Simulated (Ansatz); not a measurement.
# Strain and the gap of SnSe2 (P-3m1)

SnSe2 (started from an entry of an open crystallographic database), relaxed with r2SCAN+rVV10 in Ansatz 0.2.0. The symmetry is P-3m1 (No. 164, trigonal); a = 3.825 Å, c = 6.227 Å in the conventional setting, 26.30 Å³ an atom. Sn has 6 Se at 2.71 Å; Se has 3 Sn at 2.71 Å.

The axes x, y and z are those of this cell:
```
Sn Se
1.0
     3.82516    0.00000    0.00000
    -1.91258    3.31269    0.00000
     0.00000    0.00000    6.22706
Sn Se
1 2
Direct
  0.00000 0.00000 0.00000
  0.33333 0.66667 0.25308
  0.66667 0.33333 0.74692
```

Unstrained: PBE gives an indirect gap of 0.629 eV, from k = (-0.089, 0.172, 0) to k = (0, 0.458, 0.344); the least direct gap is 1.132 eV at Γ. The r2SCAN gap is indirect, 0.916 eV (k = (-0.089, 0.172, 0) to k = (0, 0.458, 0.344)), below the direct gap of 1.492 eV at k = (0, 0.417, 1/4). HSE06 gives an indirect gap of 1.296 eV, from k = (-0.089, 0.172, 0) to k = (0, 0.458, 0.344); the least direct gap is 1.884 eV at k = (0, 0.458, 0.344). Meshes: PBE 12×12×4, r2SCAN 12×12×4, HSE06 6×6×4. Strains are changes of length per length. After each strain the atoms were relaxed again with r2SCAN+rVV10 within the symmetry that the strain leaves, so tilts or polar shifts that break it weren't tested; points keep the names that they have in the unstrained zone. No spin polarisation and no zero-point or thermal motion.

Changes of the least gap in eV (an overlap counts as a negative gap):
```json
{"strain": "epitaxial +4.86 % in the xy plane, free normal strain -5.26 %", "volume change (%)": "+4.2", "space group": "P-3m1", "PBE": "-0.640", "r2SCAN": "-0.647", "HSE06": "-0.710"}
{"strain": "biaxial -5.75 % in x and y, z held", "volume change (%)": "-11.2", "space group": "P-3m1", "PBE": "-0.427", "r2SCAN": "-0.402", "HSE06": "-0.459"}
{"strain": "isotropic +5.75 % on every length", "volume change (%)": "+18.3", "space group": "P-3m1", "PBE": "-0.157", "r2SCAN": "-0.132", "HSE06": "-0.138"}
{"strain": "uniaxial -5.64 % along z", "volume change (%)": "-5.6", "space group": "P-3m1", "PBE": "-0.337", "r2SCAN": "-0.343", "HSE06": "-0.375"}
```

Epitaxial +4.86 % in the xy plane, free normal strain -5.26 %. PBE: gap 0.63 before, none (overlap 0.01) after (eV); it has closed. HSE06: the gap goes from 1.296 to 0.586 eV (-0.710 eV); the edges go from (-0.089, 0.172, 0) → (0, 0.458, 0.344) to Γ–K (0.12) → Γ. Stress change with PBE, compression positive: xx -4.74, yy -4.74, zz -0.62 GPa.

Biaxial -5.75 % in x and y, z held. HSE06: the gap goes from 1.296 to 0.837 eV (-0.459 eV); the edges go from (-0.089, 0.172, 0) → (0, 0.458, 0.344) to (-0.104, 0.104, 0.198) → (0, 0.466, 0.383). Stress change with PBE, compression positive: xx +10.47, yy +10.47, zz +2.75 GPa.

Isotropic +5.75 % on every length. HSE06: the gap goes from 1.296 to 1.158 eV (-0.138 eV); it turns from indirect ((-0.089, 0.172, 0) → (0, 0.458, 0.344)) to direct (Γ). Stress change with PBE, compression positive: xx -6.19, yy -6.19, zz -2.03 GPa.

Uniaxial -5.64 % along z, other directions held. HSE06: the gap goes from 1.296 to 0.921 eV (-0.375 eV); the edges go from (-0.089, 0.172, 0) → (0, 0.458, 0.344) to Γ–K (0.20) → (0, 0.427, 1/3). Stress change with PBE, compression positive: xx +1.30, yy +1.30, zz +2.17 GPa.

No spin-orbit coupling is included; it can move band edges with weight on the heavy atoms by tenths of an eV.

Where an edge lies off the special points, it is a point of the mesh or the k point where a search put PBE's edge or least direct gap, reused for the other functionals, whose own edges may lie a little apart.

Coordinates of k points refer to the reciprocal vectors of the primitive cell of the runs.

The meshes of the hybrids are coarse, so their gaps aren't converged to the digits shown.
